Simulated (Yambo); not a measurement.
A G0W0@PBEsol run in Yambo for Na3MoO3F3 (space group R3, No. 146) (2×2×2 Γ-centred k mesh, bands 5 to 203 and a 7 Ry block in the screening, 203 bands in G with the Bruneval-Gonze terminator, plasmon pole fitted at 27.2 eV) gives these matrix elements, in eV, at the band edges (L → Z):

| state | E0 | <Vxc> | <Σx> | <Σc(E0)> | Z |
|---|---|---|---|---|---|
| valence edge | 0.000 | -19.398 | -24.708 | 3.772 | 0.791 |
| conduction edge | 4.085 | -18.068 | -12.529 | -3.223 | 0.831 |

Solve the linearised quasiparticle equation for both states, give the gap, and say how exchange and correlation each act on it.

E = E0 + Z(Σx + Σc − Vxc). Valence: 0.000 + 0.791 × (-24.708 + (3.772) − (-19.398)) = -1.22 eV. Conduction: 4.085 + 0.831 × (-12.529 + (-3.223) − (-18.068)) = 6.01 eV. The gap is 7.23 eV, against 4.09 eV in PBEsol. Replacing Vxc by bare exchange alone would open it by 10.85 eV; correlation takes back 6.99 eV of that, and Z scales what is left. Nearest settings tried, and what they do to the gap: 136 bands in G: +14 meV; 136 bands in W, 136 bands in G: +52 meV; 6 Ry block (223 vectors against 289): +10 meV. Not varied: mesh. So the settings aren't converged at that level. The k mesh is coarse. Spin-orbit splittings are left out.

Geometry of the Materials Project entry, not relaxed at this level; primitive cell a = b = c = 5.8061 Å, α = β = γ = 57.29°.
